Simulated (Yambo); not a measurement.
Yambo run on Ba$_{2}$SrWO$_{6}$ (space group R-3, No. 148). The wavefunctions are norm-conserving LDA (Quantum ESPRESSO, 84 Ry, no spin-orbit coupling) ones on a 2×2×2 mesh (40 occupied bands); a = 6.129 Å, b = 6.129 Å, c = 6.129 Å, α = 60.96°, β = 60.96°, γ = 60.96°.

Yambo input:

```
rim_cut
gw0
dyson
el_el_corr
HF_and_locXC
ppa
em1d
RandQpts= 1000000
RandGvec= 1 Ry
EXXRLvcs= 84 Ry
VXCRLvcs= 336 Ry
Chimod= "HARTREE"
% BndsRnXp
 2 | 123 |
%
NGsBlkXp= 3 Ry
% LongDrXp
 1.0 | 1.0 | 1.0 |
%
PPAPntXp= 27.2114 eV
% GbndRnge
 1 | 123 |
%
GTermKind= "BG"
DysSolver= "n"
ExtendOut
% QPkrange
 3 | 3 | 40 | 41 |
%
```

k points by index: 3 = F.

Resulting energies as the program prints them:

```
#    K-point    Band    Eo [eV]    E [eV]    E-Eo [eV]    Vxc [eV]    Vnlxc [eV]    Sc|Eo [eV]    Sc|E [eV]    dSc/dw|Eo [eV]    Re(Z)    Im(Z)
#
    3    40    0.000000    -0.382184    -0.382184    -19.05212    -24.04800    4.505159    4.613690    -7.724384    0.778895    -0.001474
    3    41    2.786396    4.405866    1.619470    -15.36001    -9.831037    -3.558376    -3.909505    -5.899440    0.821825    -0.001268
```
(The two width columns are left out.) Convergence of these settings isn't established.

Geometry of the Materials Project entry, not relaxed at this level.

The structure is a Materials Project entry; no match was found in the copy of COD used, and its stability was not checked.
